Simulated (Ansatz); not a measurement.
Relaxing a structure of AlAu

The relaxed structure here is a generated cell of AlAu: the first start was made by placing the elements on the sites of a structure type, and the end was not matched to a known phase here, so it may be hypothetical.

The start is a generated cell, AlAu placed in the AFLOW prototype AB_oP2_25_b_a (as in CdTe). The structure is fully relaxed (lattice and positions, P = 0) with PBEsol (plane waves to 420 eV, PAW, scalar-relativistic; Ansatz, a first-principles code). First-step values are on the input's coarse k-mesh.

Ansatz input (later rounds restart from its end on a renewed k-mesh):
Ansatz 0.2 input:
```yaml
crystal:
  lattice:
    - [2.5638923, 0, 0]
    - [0, 4.7971482, 0]
    - [0, 0, 2.7612341]
  atoms:
    - { symbol: Al, position: [0, 0.5, 0.25] }
    - { symbol: Au, position: [0, 0, 0] }
basis: { ecutwfc: 420, ecutrho_ratio: 4, xc_grid: 2, fft_grid_basis: typed }
kpoints: { mp_grid: { grid: [13, 7, 12] } }
hamiltonian:
  xc: pbesol
  dispersion: none
  pseudopotentials: { kind: paw }
scf: { occupations: { method: fermi_dirac, width: 0.05 } }
relax: { f_tol: 0.01, max_steps: 100, cell: { stress_tol: 0.02 } }
output: { forces: true, stress: true }
```

Q: How large is the pressure on the unrelaxed cell, and of which sign?

A: +13.8 GPa (positive: the cell is compressed).

Q: What is the largest force in the starting geometry, and on which atom (counted from 1)?

A: 0.49 eV/Å, on Al1, Au2 (atoms numbered as listed).

Q: What symmetry does the relaxed structure have?

A: The space group goes from Pmm2 (No. 25) to Pmmm (No. 47), with 2 atoms in the primitive cell.

Q: How much energy is released per atom?

A: 0.30 eV/atom.

Q: How does the volume per atom move from start to end?

A: +13.4 %, from 16.98 to 19.26 Å³/atom.

Q: How do the shortest distances between atoms change?

A: The closest pairs of elements (up to four, under 3.6 Å), start → end: Al–Au 2.50 → 2.58 Å; Al–Al 2.56 → 2.74 Å; Au–Au 2.56 → 2.74 Å.

Final values are on a 17×14×11 k-mesh of the relaxed cell. No spin polarisation in the result.

The run could not lower the symmetry of its start; a shaken copy of this end point relaxes with PBEsol to C2/m (No. 12) at a tolerance of 0.01 Å, R-3m (No. 166) at 0.1 Å, 0.22 eV/atom lower.
